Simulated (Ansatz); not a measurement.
The relaxed structure here is a generated cell of Co: the first start was made by placing the elements on the sites of a structure type, and the end was not matched to a known phase here, so it may be hypothetical. Known forms of Co include space group No. 194.

One starting cell of Co (a generated trial cell of Co in the omega structure type) was relaxed twice with Ansatz (plane waves, PAW, scalar-relativistic): with PBEsol at 420 eV and with PBE at 420 eV. The PBEsol result:

```xyz
3
Lattice="3.9021 0.0000 0.0000 -1.9510 3.3793 0.0000 0.0000 0.0000 2.4026" Properties=species:S:1:pos:R:3 pbc="T T T"
Co     0.0000     0.0000     0.0000
Co     0.0000     2.2529     1.2013
Co     1.9510     1.1264     1.2013
```

```csv
quantity,PBEsol,PBE
space group,P6/mmm,P6/mmm
volume (Å³/atom),10.56,11.06
a (Å),3.902,3.962
c (Å),2.403,2.440
"gap (eV, no spin-orbit coupling)",0.00,0.00
spin order,ferromagnetic,ferromagnetic
net moment (μB/atom),1.62,1.66
```

Both levels end in the same structure; PBE's volume is 4.7 % larger. Neither column is exact.

Spin states reached: ferromagnetic; spin orders were not searched systematically.

The run could not lose the symmetry of its start; a randomly shaken copy of 6 atoms returns to this structure.

All atoms sit on sites fixed by symmetry, so only the cell could relax.

Ansatz is a program for electronic structure.
